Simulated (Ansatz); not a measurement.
# ZrH4: rattling a relaxed structure

It was reached by relaxing an invented guess, and it needn't be the stable form of this composition.

Method: DFT PBE, scalar-relativistic, plane waves, PAW in Ansatz 0.2.0. Settings: cutoff 420 eV, Γ-centred mesh 12×12×8 on the computed 5-atom cell, Gaussian smearing of 0.10 eV; no spin polarisation.

The cell below (5 atoms, space group P-6m2 (No. 187)) is relaxed within its symmetry.

```yaml
crystal:
  lattice:
    - [3.35840, 0.00000, 0.00000]
    - [-1.67920, 2.90846, 0.00000]
    - [0.00000, 0.00000, 4.11112]
  atoms:
    - { symbol: Zr, position: [0.00000, 0.00000, 0.50000] }
    - { symbol: H, position: [0.33333, 0.66667, 0.73053] }
    - { symbol: H, position: [0.33333, 0.66667, 0.26947] }
    - { symbol: H, position: [0.00000, 0.00000, 0.00000] }
    - { symbol: H, position: [0.66667, 0.33333, 0.50000] }
```

For the test a repeat of it with 10 atoms (edges 3.36, 4.11, 5.82 Å) was strained at random (σ = 1.5 % a component), the atoms were moved at random (σ = 0.15 Å), and all was relaxed again on a coarse 6×6×4 mesh (in the run’s order of axes) with 0.20 eV smearing, with no symmetry imposed.

**Question.** Is the structure stable against such a distortion?

**Answer.** It doesn't return. The energy falls by 50 meV/atom on that mesh, the volume changes by 1.1 %, and the end has space group Pma2 (No. 28) at a loose tolerance. Relaxed again on a 10×6×10 mesh with 0.01 eV smearing, the new structure lies 49 meV/atom below the first (mesh in the axes of the run's cell; the cell below is made exact in the group named). Space group Pc (No. 7), monoclinic, a = 3.872 Å, b = 5.749 Å, c = 3.646 Å, β = 90.1°. Around Zr lie 10 H at 1.92–2.13 Å, 2 Zr at 3.19 Å and 4 H at 3.19–3.24 Å; H on its first site is surrounded by 3 H at 2.03–2.11 Å, 3 Zr at 2.10–2.12 Å and 1 H at 2.31 Å; around H on its second site lie 2 H at 1.82 Å, 2 Zr at 1.92 Å and 6 H at 2.13–2.30 Å; H on its third site has 3 Zr at 2.02–2.13 Å, 5 H at 2.03–2.14 Å and 2 H at 2.28–2.30 Å; 1 more site not described.

```cif
data_structure
_symmetry_space_group_name_H-M 'Pc'
_symmetry_Int_Tables_number 7
_cell_length_a 3.8719
_cell_length_b 5.7492
_cell_length_c 3.6464
_cell_angle_alpha 90.000
_cell_angle_beta 90.109
_cell_angle_gamma 90.000
_cell_volume 81.17
loop_
_atom_site_label
_atom_site_type_symbol
_atom_site_symmetry_multiplicity
_atom_site_Wyckoff_symbol
_atom_site_fract_x
_atom_site_fract_y
_atom_site_fract_z
_atom_site_occupancy
Zr1 Zr 2 a 0.52468 0.27281 0.45321 1
H1 H 2 a 0.47359 0.09193 0.95013 1
H2 H 2 a 0.24758 0.50288 0.69710 1
H3 H 2 a 0.72449 0.40238 0.94820 1
H4 H 2 a 0.02991 0.17651 0.45179 1
```
